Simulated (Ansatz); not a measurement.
A 5-atom cell of BiAsTe3 built on the tetradymite structure (relaxed group R3m), relaxed with r2SCAN+rVV10. The symmetry is R3m (No. 160, trigonal); a = 4.217 Å, c = 30.588 Å in the conventional setting, 31.40 Å³ an atom. Around Bi lie 6 Te at 3.04–3.23 Å; around As lie 6 Te at 2.86–3.02 Å; around Te lie 3 As at 2.86 Å; around Te lie 3 Bi at 3.04 Å; around Te lie 3 As at 3.02 Å and 3 Bi at 3.23 Å.

```cif
data_structure
_symmetry_space_group_name_H-M 'P 1'
_symmetry_Int_Tables_number 1
_cell_length_a 10.4825
_cell_length_b 10.4825
_cell_length_c 10.4825
_cell_angle_alpha 23.205
_cell_angle_beta 23.205
_cell_angle_gamma 23.205
_cell_volume 156.99
loop_
_atom_site_label
_atom_site_type_symbol
_atom_site_fract_x
_atom_site_fract_y
_atom_site_fract_z
_atom_site_occupancy
Bi1 Bi 0.39608 0.39608 0.39608 1
As1 As 0.60185 0.60185 0.60185 1
Te1 Te 0.21957 0.21957 0.21957 1
Te2 Te 0.78896 0.78896 0.78896 1
Te3 Te 0.99354 0.99354 0.99354 1
```

3 runs of the PAW code Ansatz on this cell differ in the functional (and in the settings that go with it). Levels are in eV from each run's valence top; v1 is the last filled band, c1 the first empty one.

Run A, mean stress -0.4 GPa (compression positive):
```
point     v2     v1    c1    c2
    Γ  -0.92  -0.08  1.16  1.57
    T  -1.11  -0.45  1.62  1.91
   H₂  -1.11  -0.84  2.10  2.41
    L  -1.06  -0.76  1.47  2.13
   S₀  -1.34  -0.77  2.00  2.97
    F  -1.49  -1.26  1.68  2.34
```

Run B, mean stress -0.4 GPa (compression positive):
```
point     v2     v1    c1    c2
    Γ  -0.83  -0.03  0.69  1.08
    T  -1.01  -0.37  1.13  1.41
   H₂  -1.00  -0.75  1.62  1.90
    L  -0.96  -0.69  0.98  1.63
   S₀  -1.21  -0.68  1.52  2.42
    F  -1.38  -1.17  1.19  1.82
```

Run C, mean stress +0.9 GPa (compression positive):
```
point     v2     v1    c1    c2
    Γ  -0.78  -0.02  0.55  0.84
    T  -0.97  -0.35  0.95  1.14
   H₂  -0.95  -0.71  1.41  1.65
    L  -0.91  -0.63  0.81  1.37
   S₀  -1.14  -0.64  1.30  2.14
    F  -1.30  -1.09  0.99  1.64
```

Q: Match the runs to r2SCAN, HSE06, PBE0.

A: A is PBE0, B is HSE06, C is r2SCAN. In order of the gap: r2SCAN 0.55, HSE06 0.69, PBE0 1.16 eV.

Values at 0 K without nuclear motion; spin polarisation is off, and the phase may be a hypothetical one.

Spin-orbit coupling is left out; in compounds of Pb, Bi, Tl or Hg it can lower a gap by up to about 1 eV, split its edges or invert the bands.

The program warns that its thresholds are loose for a hybrid's stress.
